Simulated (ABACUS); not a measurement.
Worked example: self-consistent single point of Bi₂Se₃ (R-3m, 5 atoms in the cell; from Materials Project mp-541837, changed as shown) in ABACUS.

All values come from this method and carry its errors: PBEsol, PseudoDojo 0.4 standard norm-conserving PBEsol (tails mended) pseudopotentials (plane waves; ABACUS).

The change in words: volume scaled by 1.02. Reference geometry (R-3m):
```
CELL_PARAMETERS angstrom
      2.09569     1.20994     9.97623
     -2.09569     1.20994     9.97623
      0.00000    -2.41989     9.97623
ATOMIC_POSITIONS crystal
  Bi 0.39844 0.39844 0.39844
  Bi 0.60156 0.60156 0.60156
  Se 0.00000 0.00000 0.00000
  Se 0.21572 0.21572 0.21572
  Se 0.78428 0.78428 0.78428
```

Reference input (self-consistent single point, DFT, PBEsol, plane waves, PseudoDojo 0.4 standard norm-conserving PBEsol (tails mended) pseudopotentials): KPT = Gamma 3 3 3 0 0 0; basis_type = pw; ecutwfc = 86 Ry; smearing_method = fd; smearing_sigma = 0.00146997 Ry; potentials = PseudoDojo 0.4 standard norm-conserving PBEsol (tails mended); symmetry = 1; ks_solver = dav_subspace; scf_nmax = 100; scf_thr = 1.0e-09 Ry; mixing_type = pulay; mixing_beta = 0.4. This run's input differs from it in these lines:

```diff
@@ -26,5 +26,5 @@
 LATTICE_VECTORS
-   2.0956850000    1.2099440000    9.9762300000
-  -2.0956850000    1.2099440000    9.9762300000
-   0.0000000000   -2.4198890000    9.9762300000
+   2.1095650000    1.2179570000   10.0423030000
+  -2.1095650000    1.2179570000   10.0423030000
+   0.0000000000   -2.4359160000   10.0423030000
```

The program printed (abridged):

```
 SELF-CONSISTENT
 -------------------------------------------

                                 init_chg = atomic

 PW ALGORITHM --------------- ION=   1  ELEC=   1--------------------------------

 Notice: Threshold on eigenvalues was too large.

 Density error is 0.273945856937
                          Error Threshold = 0.000364926056578
 E_KohnSham     -1053.4719805842     -14333.2216192903
 E_Fermi        0.5800727777         7.8922950311

 PW ALGORITHM --------------- ION=   1  ELEC=   2--------------------------------

 Density error is 0.0180966698096
                          Error Threshold = 0.000351212637099
   [... lines left out ...]

 Density error is 7.41927665957e-09
                          Error Threshold = 3.05860417381e-11
 E_KohnSham     -1053.5059035416     -14333.6831648039
 E_Fermi        0.5842748064         7.9494665653

 PW ALGORITHM --------------- ION=   1  ELEC=  10--------------------------------

 Density error is 2.75062117499e-10
                          Error Threshold = 9.5118931533e-12
 E_KohnSham     -1053.5059035428     -14333.6831648199
 E_KS(sigma->0) -1053.5059034452     -14333.6831634919
 E_entropy(-TS) -0.0000001952        -0.0000026560
 E_Fermi        0.5842778723         7.9495082784
 charge density convergence is achieved
 final etot is -14333.683165 eV
 EFERMI = 7.9495082784 eV

 STATE ENERGY(eV) AND OCCUPATIONS    NSPIN == 1
   [... 46 lines left out ...]

 TOTAL-FORCE (eV/Angstrom)
                       Bi1         0.0000000000         0.0000000000         0.1487323730
                       Bi2         0.0000000000         0.0000000000        -0.1487323730
                       Se1         0.0000000000         0.0000000000         0.0000000000
                       Se2         0.0000000000         0.0000000000         0.4770528477
                       Se3         0.0000000000         0.0000000000        -0.4770528477

 TOTAL-STRESS (KBAR)
       -33.3091638480         0.0000000000        -0.0000000000
         0.0000000000       -33.3091777386        -0.0000022113
        -0.0000000000        -0.0000022113       -40.5698723241
 TOTAL-PRESSURE: -35.729405 KBAR

 --------------------------------------------
 !FINAL_ETOT_IS -14333.6831648198985931 eV
 --------------------------------------------
```

The run converged in 10 iterations. Against the reference run the free energy rises by 11.8 meV/atom, the pressure goes from -2.64 to -3.57 GPa and the largest force goes from 0.345 to 0.477 eV/Å.

Spin-orbit coupling is left out, which matters for bands and gaps with elements this heavy. The structure comes from a collection of computed structures, made at another level of theory; the collection holds predicted forms beside known ones.

Cost on one core: very roughly 7 core-minutes.

“Tails mended”: in these copies of the files the far tail of each local potential was reset to the Coulomb form.
